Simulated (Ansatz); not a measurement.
InGaP2:
```
InGaP2
1.0
    2.00904     1.15992     6.58493
   -2.00904     1.15992     6.58493
    0.00000    -2.31984     6.58493
In Ga P
1 1 2
Direct
  0.49948   0.49948   0.49948
  0.99983   0.99983   0.99983
  0.88040   0.88040   0.88040
  0.37031   0.37031   0.37031
```

Relaxed with HSE06. Special points in fractions of this cell's reciprocal vectors: Γ (0.000, 0.000, 0.000); T (0.500, 0.500, 0.500); H2 (0.813, 0.187, 0.500); H0 (0.500, -0.187, 0.187); L (0.500, 0.000, 0.000); S0 (0.344, -0.344, 0.000); S2 (0.656, 0.000, 0.344); F (0.500, 0.000, 0.500).

Q: List the band energies nearest the valence-band maximum at these points for HSE06 (plane waves, PAW; program Ansatz).

A: In eV from the valence-band maximum; about four levels below and three above (degenerate sets whole), none deeper than 8.9 eV; points with the same levels are listed once.

```json
[
 {"k": "Γ", "below": "-1.31 -1.31 -0.19 0.00 0.00", "above": "1.48 2.50 4.65 4.65"},
 {"k": "T", "below": "-1.06 -1.06 -0.42 -0.42", "above": "2.02 3.24 5.17 5.17"},
 {"k": "H2", "below": "-3.92 -3.64 -2.33 -2.08", "above": "3.33 3.45 5.73"},
 {"k": "L", "below": "-3.35 -3.20 -2.37 -1.81", "above": "2.72 3.60 5.32"},
 {"k": "S0", "below": "-4.08 -3.55 -2.44 -2.06", "above": "3.08 4.39 4.96"},
 {"k": "F", "below": "-2.81 -2.80 -1.24 -1.13", "above": "2.01 2.31 2.75"}
]
```

Space group R3m. The workflow started from a Materials Project entry (that database holds measured and hypothetical structures alike); the Crystallography Open Database copy checked does not list it. With In and Ga taken as one species the cell has the higher symmetry F-43m, so it may be an ordered model of a mixed-site phase. Whether it is the stable phase at ambient conditions was not checked. The cell was relaxed with HSE06 under the symmetry of its start; its stability against distortions is not shown here. The hybrid was solved on a coarse mesh, the path and, where they were found, the r²SCAN edge points; its band edges are the extreme levels among these. Scalar-relativistic: spin–orbit coupling is off unless named, which matters more the heavier the elements.

Potentials: the later of the program's two PAW sets.
